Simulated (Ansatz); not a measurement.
AlCl$_{3}$:
```cif
data_Al2Cl6
_chemical_formula_sum 'Al2 Cl6'
_space_group_name_H-M_alt 'P 1'
_space_group_IT_number 1
_cell_length_a 5.84180
_cell_length_b 5.84180
_cell_length_c 5.98787
_cell_angle_alpha 80.915
_cell_angle_beta 99.085
_cell_angle_gamma 60.036
loop_
_space_group_symop_operation_xyz
  'x, y, z'
loop_
_atom_site_label
_atom_site_type_symbol
_atom_site_fract_x
_atom_site_fract_y
_atom_site_fract_z
_atom_site_occupancy
Al1 Al 0.16656 0.16656 0.00000 1
Al2 Al 0.83344 0.83344 0.00000 1
Cl1 Cl 0.78086 0.21914 0.76672 1
Cl2 Cl 0.21914 0.78086 0.23328 1
Cl3 Cl 0.92945 0.42520 0.23134 1
Cl4 Cl 0.07055 0.57480 0.76866 1
Cl5 Cl 0.42520 0.92945 0.76866 1
Cl6 Cl 0.57480 0.07055 0.23134 1
```

This is the LDA-relaxed structure.

Question: All from LDA (plane waves, PAW; program Ansatz), unless another level is named. Predict the zero-point energy.

Answer: 42.9 meV/atom.

Question: And the vibrational entropy at 300 K?

Answer: 27.5 J/(K·mol of atoms).

Question: What about the Poisson's ratio?

Answer: 0.26.

Space group C2/m. The workflow started from a Materials Project entry (that database holds measured and hypothetical structures alike); the Crystallography Open Database files this formula in space group No. 12, but the cells were not matched. Its standing as an ambient phase is unchecked. The LDA relaxation kept the symmetry of its start; phonons on a q-mesh show no instability. A crystal of weakly bound layers computed without a dispersion correction: the cell and the soft elastic constants depend strongly on that.

Potentials: the later of the program's two PAW sets.
